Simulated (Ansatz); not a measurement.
## Phonon dispersion of ZnCd$_{3}$O$_{4}$

Computed with DFT PBE, scalar-relativistic, plane waves, PAW in Ansatz. Cutoff 420 eV, 8×8×8 k-points (Γ-centred), Fermi-Dirac smearing of 0.15 eV. No spin polarisation. Phonons by linear response, acoustic sum rule imposed.

Equilibrium structure at this level:
```xyz
8
Lattice="4.9994 0.0000 0.0000 0.0000 4.9994 0.0000 0.0000 0.0000 4.9994" Properties=species:S:1:pos:R:3 pbc="T T T"
Zn    0.0000    0.0000    0.0000
Cd    0.0000    2.4997    2.4997
Cd    2.4997    0.0000    2.4997
Cd    2.4997    2.4997    0.0000
O     3.8385    3.8385    1.1610
O     3.8385    1.1610    3.8385
O     1.1610    3.8385    3.8385
O     1.1610    1.1610    1.1610
```

It was reached by relaxing an invented guess, and it needn't be the stable form of this composition. In a metal, frequencies and elastic constants depend on the k mesh and the smearing, soft modes and shear constants most. A semilocal functional can close a gap that the real compound has.

Force constants from linear response on a 2×2×2 q mesh.

(1) Is the structure dynamically stable on this mesh?

(2) Give the frequencies (cm⁻¹; i marks imaginary ones) at the irreducible q points, in fractions of the reciprocal vectors.

## Answers

(1) Yes, on this mesh: no mode is imaginary.

(2)
```json
{"q": "0.000 0.000 0.000", "star": "1", "frequencies": "0 0 0 76 76 76 92 92 92 195 195 195 319 319 319 382 382 382 397 397 397 442 442 468"}
{"q": "0.000 0.000 -0.500", "star": "3", "frequencies": "58 58 69 69 92 96 109 109 124 150 181 181 344 344 363 363 400 400 412 412 418 432 448 462"}
{"q": "0.000 -0.500 -0.500", "star": "3", "frequencies": "54 55 63 63 90 100 100 107 149 168 176 176 327 360 360 360 378 388 403 403 436 436 450 461"}
{"q": "-0.500 -0.500 -0.500", "star": "1", "frequencies": "47 47 47 55 55 67 67 67 160 197 197 197 336 336 349 349 349 365 365 365 452 452 452 467"}
```
